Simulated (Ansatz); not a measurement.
Data:

LiF:
```
LiF
1.0
    0.00000     2.00535     2.00535
    2.00535     0.00000     2.00535
    2.00535     2.00535     0.00000
Li F
1 1
Direct
  0.00000   0.00000   0.00000
  0.50000   0.50000   0.50000
```

This is the HSE06-relaxed structure.

Task: All from DFT-HSE06 in the program Ansatz with PAW potentials, unless another level is named. Predict the band gap.

Result: 11.52 eV (smallest direct gap 11.52 eV).

Task: Give the conduction-band minimum.

Result: at Γ.

Task: Predict the valence-band maximum.

Result: on the K–Γ line, 86 % of the way from K.

Space group Fm-3m (rock salt). The cell was relaxed with HSE06 under the symmetry of its start. The hybrid was solved on a coarse mesh, the path and, where they were found, the r²SCAN edge points; its band edges are the extreme levels among these.

Potentials: the later of the program's two PAW sets.
